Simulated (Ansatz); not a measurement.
CuPd at 8 GPa (stress–strain coefficients): relaxed-ion elastic tensor

All numbers below come from Ansatz, DFT LDA, scalar-relativistic, plane waves, PAW. Cutoff 420 eV, 14×14×14 k-points (Γ-centred), Fermi-Dirac smearing of 0.15 eV. No spin polarisation.

The cell, relaxed at 8 GPa:
```yaml
crystal:
  lattice:
    - [2.89613, 0.00000, 0.00000]
    - [0.00000, 2.89613, 0.00000]
    - [0.00000, 0.00000, 2.89613]
  atoms:
    - { symbol: Cu, position: [0.00000, 0.00000, 0.00000] }
    - { symbol: Pd, position: [0.50000, 0.50000, 0.50000] }
```

In a metal, frequencies and elastic constants depend on the k mesh and the smearing, soft modes and shear constants most. Other phases may be more stable at this pressure.

Question: Give the relaxed-ion elastic constants (GPa, Voigt order xx yy zz yz xz xy, on the axes of the cell above).

Answer:
```
271.8 233.8 233.8   0.0   0.0   0.0
233.8 271.8 233.8   0.0   0.0   0.0
233.8 233.8 271.8   0.0   0.0   0.0
  0.0   0.0   0.0 136.7   0.0   0.0
  0.0   0.0   0.0   0.0 136.7   0.0
  0.0   0.0   0.0   0.0   0.0 136.7
```

Question: Is the crystal stable against homogeneous strain?

Answer: Yes: the least eigenvalue of the tensor is 38.0 GPa.

Question: And the moduli of a polycrystal (Hill averages)?

Answer: B = 246 GPa, G = 64 GPa, E = 178 GPa, ν = 0.38.

Cost: 1 run of about 1.4 core-minutes, on Arm Neoverse V1 (shared hosts).